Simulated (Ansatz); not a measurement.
Starting structure of a cell relaxation (symmetry kept):

```
V Cr
1.0
     1.45751   -2.09560    0.00000
     1.45751    2.09560    0.00000
     0.00000    0.00000    4.05299
V Cr
1 1
Cartesian
  1.4575 0.0000 2.0265
  0.0000 0.0000 0.0000
```

The calculation used Ansatz, DFT PBEsol, scalar-relativistic, plane waves, PAW.

Settings: cutoff 420 eV, Γ-centred mesh 18×18×10 on the computed 2-atom cell, Gaussian smearing of 0.10 eV; no spin polarisation.

**Question.** What does it relax to?

**Answer.** The volume drops by 0.45 Å³/atom to 11.93 Å³/atom, and the energy falls by 11.9 meV/atom. Final structure:
```cif
data_structure
_symmetry_space_group_name_H-M 'Cmmm'
_symmetry_Int_Tables_number 65
_cell_length_a 2.8792
_cell_length_b 4.1347
_cell_length_c 4.0076
_cell_angle_alpha 90.000
_cell_angle_beta 90.000
_cell_angle_gamma 90.000
_cell_volume 47.71
loop_
_atom_site_label
_atom_site_type_symbol
_atom_site_symmetry_multiplicity
_atom_site_Wyckoff_symbol
_atom_site_fract_x
_atom_site_fract_y
_atom_site_fract_z
_atom_site_occupancy
V1 V 2 c 0.50000 0.00000 0.50000 1
Cr1 Cr 2 a 0.00000 0.00000 0.00000 1
```

Course of the relaxation (steps run on the plane waves of an earlier cell, and the basis is chosen afresh near the end, so energy and pressure can step there; trial steps that raised the energy were taken back; energies are free energies):

| step | E − E_final (meV/atom) | P (GPa) | V (Å³/atom) |
| --- | --- | --- | --- |
| 1 | 11.9 | -8.20 | 12.38 |
| 2 | -0.1 | -0.49 | 11.95 |
| 3 | -0.2 | 0.03 | 11.93 |
| 4 | -0.2 | 0.00 | 11.93 |
| 5 | 0.0 | -0.01 | 11.93 |

Spin polarisation was left out, and a magnetic state may lie lower.

Cost: 1 run of about 1 core-minutes, on Arm Neoverse V2 (shared hosts).